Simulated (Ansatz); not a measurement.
GaCuSe2 (chalcopyrite)

```
GaCuSe2
1.0
   -2.80390     2.80390     5.54824
    2.80390    -2.80390     5.54824
    2.80390     2.80390    -5.54824
Cu Ga Se
2 2 4
Direct
  0.75000   0.25000   0.50000
  0.00000   0.00000   0.00000
  0.25000   0.75000   0.50000
  0.50000   0.50000   0.00000
  0.12136   0.12500   0.49636
  0.62864   0.62500   0.50364
  0.37500   0.87864   0.00364
  0.87500   0.37136   0.99636
```

The slice is a (001) plane (indices of the conventional cell) through the point (0.875, 0.371, 0.996) (fractional), spanned by u = [101] and v = [011] in vectors of this cell: u (5.61 Å) and v (5.61 Å, at 90° to u). It covers one period; positions are fractions (u, v).

The numbers are results of r2SCAN (plane waves to 500 eV, PAW, scalar-relativistic; Ansatz, a program for electronic structure), not measurements. k mesh 8×8×8. These are valence fields of a PAW run, semicore shells included where kept as valence: close to a nucleus they are smooth pseudo fields. GaCuSe2 is run without spin polarisation. GaCuSe2 was relaxed with its symmetry unable to fall. The PAW data are Ansatz's earlier set.

Problem. Sketch the electrostatic potential energy of an electron, from the cell's mean on this plane as a map.

Solution. 
```
|xxxxx =#%@@@@@@@@@@@%#= xxxx|
|xxxxx +#%@@@@@@@@@@@%#+ xxxx|
|xxxx -*%%@@@@@@@@@@@%%*- xxx|
|xxx :+#%%@@@@@@@@@@%%%#+: xx|
|   -+*#%%%@@@@@@@@@%%%#*+-  |
|==+*####%%%%%%%%%%%%%%###*+=|
|###%%%%##%%#######%%##%%%%##|
|@@@%%%%%##**=---=**##%%%%%@@|
|@@@@@%%%#*=: xxx :=*#%%%@@@@|
|@@@@@@%%#+.xxxxxxx.+#%%@@@@@|
|@@@@@@%#*:xxxxxxxxx:*#%@@@@@|
|@@@@@@%#+ xxxxxxxxx +#%@@@@@|
|@@@@@@%#= xxxxxxxxx =#%@@@@@|
|@@@@@@%#= xxxxxxxxx =#%@@@@@|
|@@@@@%%#= xxxxxxxxx =#%%@@@@|
|@@@%%%%#+ xxxxxxxxx +#%%%%@@|
|@@%%%%##+- xxxxxxx -+##%%%%@|
|%%%%###**=: xxxxx :=**###%%%|
|%%%###***+=-.   .-=+***###%%|
|%%###******++===++******###%|
|***********#######**********|
|--=+******###%%%###******+=-|
|   :=+***##%%%%%%%##***+=:  |
|xxx .=**###%%%%%%%%##**=. xx|
|xxxx :+##%%%%@@@%%%%##+: xxx|
|xxxxx =#%%%@@@@@@@%%%#= xxxx|
|xxxxx =#%%@@@@@@@@@%%#= xxxx|
|xxxxx =#%@@@@@@@@@@@%#= xxxx|
```
Scale: ten equal steps from -3.00 (start of ' ') to 5.74 (end of '@'), in the order ' .:-=+*#%@'. Values: electrostatic potential energy of an electron, from the cell's mean, in eV. The map has 28 points along u (one character each, u = 0 at the left) and 28 along v (v = 0 in the bottom row). Points within 1 Å of a nucleus are blanked (x), as the pseudised field means little there. Values under -3 eV are set to -3. The zero, the cell's mean, hangs on the PAW cores.
